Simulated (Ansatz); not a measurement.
Ni₂Ge:
```xyz
12
Lattice="5.1030 0.0000 0.0000 0.0000 3.7861 0.0000 0.0000 0.0000 7.1795" Properties=species:S:1:pos:R:3 pbc="T T T"
Ni     0.8704     2.8396     3.1570
Ni     4.2327     0.9465     4.0226
Ni     1.6812     0.9465     6.7467
Ni     3.4219     2.8396     0.4328
Ni     2.7747     2.8396     5.0746
Ni     2.3283     0.9465     2.1049
Ni     4.8798     0.9465     1.4848
Ni     0.2232     2.8396     5.6947
Ge     1.0849     2.8396     0.8148
Ge     4.0182     0.9465     6.3647
Ge     1.4666     0.9465     4.4045
Ge     3.6364     2.8396     2.7750
```

Relaxed with r²SCAN. Special points in fractions of this cell's reciprocal vectors: Γ (0.000, 0.000, 0.000); X (0.500, 0.000, 0.000); S (0.500, 0.500, 0.000); Y (0.000, 0.500, 0.000); Z (0.000, 0.000, 0.500); U (0.500, 0.000, 0.500); R (0.500, 0.500, 0.500); T (0.000, 0.500, 0.500).

**Question.** List the band energies nearest the Fermi level at these points for r²SCAN in the plane-wave PAW code Ansatz.

**Answer.** In eV from the Fermi level; about four levels below and three above (degenerate sets whole), none deeper than 8.9 eV; points with the same levels are listed once.

```csv
k,below,above
Γ,-0.88 -0.85 -0.64 -0.25,0.42 0.86 2.04
X,-1.04 -1.04 -0.87 -0.87,1.29 1.29 1.53 1.53
S,-0.73 -0.73 -0.73 -0.73,0.01 0.01 0.01 0.01
Y,-0.92 -0.92 -0.88 -0.88,0.60 0.60 1.36 1.36
Z,-0.96 -0.96 -0.40 -0.40,0.29 0.29 1.23 1.23
U,-0.87 -0.87 -0.54 -0.54,0.22 0.22 1.99 1.99
R,-0.68 -0.68 -0.68 -0.68,0.50 0.50 0.50 0.50
T,-0.39 -0.39 -0.36 -0.36,0.74 0.74 2.03 2.03
```

Space group Pnma. The first step of the workflow began from a Materials Project structure, measured or hypothetical; the Crystallography Open Database copy checked does not list it. Its standing as an ambient phase is unchecked. Symmetry was held in the r²SCAN relaxation; its stability against distortions is not shown here. The run is not spin-polarised. Spin–orbit coupling is left out wherever it is not named.

Potentials: the later of the program's two PAW sets.
